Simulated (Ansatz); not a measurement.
The elements of this relaxed trial crystal are hidden behind letters.

```
lattice vectors (Å)
   3.0786    0.0000    0.0000
  -1.5393    2.6662    0.0000
   0.0000    0.0000   10.9349
fractional positions
X 0.0000 0.0000 0.0000
X 0.0000 0.0000 0.5000
Z 0.3333 0.6667 0.2500
Z 0.6667 0.3333 0.7500
```

Computed with DFT PBE, scalar-relativistic, plane waves, PAW (Ansatz 0.2.0). Plane waves to 420 eV, an 18×18×6 mesh through Γ for the 4-atom cell and 0.10 eV Gaussian smearing; no spin polarisation.

```
Space group                                : P6_3/mmc (No. 194)
Conventional cell                          : a = 3.079 Å, c = 10.935 Å
Volume per atom                            : 22.44 Å³
Density                                    : 1.85 g/cm³
Formation energy                           : +0.24 eV/atom
Gap on the 18×18×6 mesh of the 4-atom cell : 0 eV (a metal)
```

Energies are uncorrected and count from the elements' standard states at the same level.

Question: X is an s-block element of period 3 and Z is a p-block element of period 3. Which elements are they?

Answer: X = Na, Z = Al, so the formula is NaAl. Density times volume gives a mean mass of 1.85 × 22.44/1.6605 = 25.0 u per atom, and this set has 25.0 u. Among the elements that the hints allow, noble gases aside, only these give it. Na has 6 Na at 3.08 Å and 6 Al at 3.26 Å; Al has 6 Al at 3.08 Å and 6 Na at 3.26 Å.

A later test with randomly moved atoms ended 4 meV/atom lower on a coarse mesh, in Cmcm at a loose tolerance, which is no clear verdict on its stability.
